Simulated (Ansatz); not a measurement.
Zr2N (anti-rutile, P4_2/mnm) under volume change, plane-wave PAW LDA (Ansatz code), shape and atoms relaxed at each volume.

```tsv
V (Å³/atom)	E − E(relaxed) (meV/atom)	P (GPa)
14.023	89.9	22.34
14.486	37.9	13.82
14.948	…	…
15.410	0.0	0.00
15.873	8.1	-5.50
16.335	…	…
16.797	66.2	-14.16
```

Fill in the missing entries.


- 14.948, E − E(relaxed) (meV/atom): 9.0
- 14.948, P (GPa): 6.41
- 16.335, E − E(relaxed) (meV/atom): 30.9
- 16.335, P (GPa): -10.18

What does a third-order Birch–Murnaghan fit give for V₀, B₀ and B′?

V₀ = 15.41 Å³/atom, B₀ = 196 GPa, B′ = 4.0.

The workflow started from a Materials Project entry (that database holds measured and hypothetical structures alike); the Crystallography Open Database copy checked does not list it. Whether it is the stable phase at ambient conditions was not checked. The cell was relaxed with LDA under the symmetry of its start; of distortions, only those at the zone centre were tested. The run is not spin-polarised.

Potentials: the later of the program's two PAW sets.
